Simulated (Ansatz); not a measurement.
S:
```
S
1.0
    0.00000     6.48128    12.14977
    5.30747     0.00000    12.14977
    5.30747     6.48128     0.00000
S
32
Direct
  0.88393   0.76497   0.77175
  0.76497   0.88393   0.57935
  0.57935   0.77175   0.76497
  0.77175   0.57935   0.88393
  0.36607   0.48503   0.47825
  0.48503   0.36607   0.67065
  0.67065   0.47825   0.48503
  0.47825   0.67065   0.36607
  0.82004   0.93538   0.89438
  0.93538   0.82004   0.35020
  0.35020   0.89438   0.93538
  0.89438   0.35020   0.82004
  0.42996   0.31462   0.35562
  0.31462   0.42996   0.89980
  0.89980   0.35562   0.31462
  0.35562   0.89980   0.42996
  0.01549   0.88819   0.79500
  0.88819   0.01549   0.30132
  0.30132   0.79500   0.88819
  0.79500   0.30132   0.01549
  0.23451   0.36181   0.45500
  0.36181   0.23451   0.94868
  0.94868   0.45500   0.36181
  0.45500   0.94868   0.23451
  0.95013   0.06128   0.61560
  0.06128   0.95013   0.37300
  0.37300   0.61560   0.06128
  0.61560   0.37300   0.95013
  0.29987   0.18872   0.63440
  0.18872   0.29987   0.87700
  0.87700   0.63440   0.18872
  0.63440   0.87700   0.29987
```

Relaxed with PBEsol. Special points in fractions of this cell's reciprocal vectors: Γ (0.000, 0.000, 0.000); Y (0.500, 0.000, 0.500); T (1.000, 0.500, 0.500); Z (0.500, 0.500, 0.000); Σ0 (0.000, 0.465, 0.465); U0 (1.000, 0.535, 0.535); C0 (0.500, 0.130, 0.630); A0 (0.500, 0.870, 0.370); L (0.500, 0.500, 0.500).

Problem. List the band energies nearest the valence-band maximum at these points for plane-wave PAW PBEsol (Ansatz code).

Solution. In eV from the valence-band maximum; about four levels below and three above (degenerate sets whole), none deeper than 8.9 eV; points with the same levels are listed once.

```tsv
k	below	above
Γ	-0.77 -0.71 -0.30 0.00	2.11 2.19 2.27
Y	-0.65 -0.65 -0.32 -0.32	2.12 2.12 2.32 2.32
T	-0.61 -0.61 -0.38 -0.38	2.00 2.00 2.15 2.15
Z	-0.80 -0.80 -0.14 -0.14	2.16 2.16 2.39 2.39
Σ0	-0.62 -0.59 -0.42 -0.34	2.00 2.01 2.12
C0	-0.65 -0.65 -0.34 -0.34	2.12 2.12 2.40 2.40
L	-0.65 -0.59 -0.52 -0.22	2.21 2.27 2.31
```

Space group Fddd (α-S8). The cell was relaxed with PBEsol under the symmetry of its start. A crystal of weakly bound molecules computed without a dispersion correction: the cell and the soft elastic constants depend strongly on that.

Potentials: the earlier of the program's two PAW sets.
